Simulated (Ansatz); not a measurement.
An element in the sc structure gives these cold pressures by all-electron LAPW under LDA (Ansatz 0.2.0, scalar-relativistic, no spin polarisation).

```tsv
V (Å³/atom)	P (GPa)
32.69	0.02
30.08	5.78
27.46	14.80
24.85	29.3
22.23	53.2
19.61	94.8
17.00	169.1
14.71	287.7
```

(1) Which element is it?

Answers

(1) Bi. Its zero-pressure volume in this structure is near 32.7 Å³/atom; the volume and the steepness of P(V) together point to it, though neighbours can come close. Neighbours weren't tried against these numbers.
